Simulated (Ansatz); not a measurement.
LaNi$_{2}$As$_{2}$:
Space group P4/nmm, origin choice 1 (No. 129); a = 4.2534 Å, b = 4.2534 Å, c = 9.4125 Å, α = 90.00°, β = 90.00°, γ = 90.00°

```tsv
atom	site	symmetry	x	y	z
La	2c	4mm	0.5000	0.0000	0.2532
Ni	2c	4mm	0.0000	0.5000	0.1146
Ni	2b	-4m2	0.5000	0.5000	0.5000
As	2c	4mm	0.0000	0.5000	0.3726
As	2a	-4m2	0.0000	0.0000	0.0000
```

Relaxed with r²SCAN.

Problem. Which orbitals make up the states near the Fermi level in plane-wave PAW r²SCAN (Ansatz code)?

Solution. Within 0.5 eV of the Fermi level: Ni 3d 52 %, As 4p 23 %, La 5d 14 %. Projections are on Löwdin-orthogonalised atomic valence shells; empty p or d shells of many metals are not among them.

Problem. Tabulate the density of states.

Solution. States/eV per cell of 10 atoms, in 0.25 eV bins, energy from the Fermi level.

```csv
E (eV),total,Ni 3d,La 4f,As 4p
-7.85,0.00,0.00,0.00,0.00
-7.60,0.00,0.00,0.00,0.00
-7.35,0.11,0.00,0.00,0.07
-7.10,1.12,0.05,0.01,0.75
-6.85,1.17,0.07,0.01,0.77
-6.60,1.28,0.10,0.01,0.82
-6.35,1.61,0.15,0.01,0.99
-6.10,2.34,0.23,0.01,1.35
-5.85,1.73,0.15,0.01,0.97
-5.60,6.48,0.79,0.03,3.63
-5.35,7.05,1.05,0.04,3.99
-5.10,4.54,0.94,0.03,2.50
-4.85,3.00,0.70,0.02,1.64
-4.60,2.93,0.70,0.02,1.60
-4.35,4.43,1.25,0.02,2.31
-4.10,9.14,3.13,0.06,4.39
-3.85,20.47,7.76,0.14,9.93
-3.60,12.52,4.90,0.09,6.21
-3.35,4.71,2.04,0.03,2.17
-3.10,2.22,1.45,0.02,0.58
-2.85,2.51,1.85,0.01,0.47
-2.60,3.42,2.66,0.01,0.47
-2.35,17.91,15.78,0.08,0.67
-2.10,29.77,26.73,0.12,0.69
-1.85,19.33,17.00,0.14,0.56
-1.60,22.69,19.43,0.17,1.23
-1.35,13.28,10.44,0.14,1.31
-1.10,7.44,4.71,0.11,1.29
-0.85,5.96,3.67,0.09,1.01
-0.60,10.81,7.44,0.14,1.47
-0.35,7.88,4.49,0.19,1.55
-0.10,4.52,2.34,0.14,1.06
0.15,3.76,1.76,0.18,1.01
0.40,3.93,1.68,0.25,1.21
0.65,3.61,1.41,0.27,1.21
0.90,2.66,0.84,0.27,0.92
1.15,2.42,0.58,0.35,0.75
1.40,3.14,0.58,0.55,0.81
1.65,4.04,0.58,0.88,0.85
1.90,6.17,0.69,1.73,0.96
2.15,11.94,1.07,4.46,1.03
2.40,19.02,0.87,13.04,0.81
2.65,41.90,0.71,37.31,0.62
2.90,33.84,0.69,29.37,0.72
```

The first step of the workflow began from a Materials Project structure, measured or hypothetical; the Crystallography Open Database copy checked does not list it. Its standing as an ambient phase is unchecked. The cell was relaxed with r²SCAN under the symmetry of its start; whether a distortion lowers the energy is not shown. No spin polarisation was allowed. Spin–orbit coupling is left out wherever it is not named.

Potentials: the later of the program's two PAW sets.
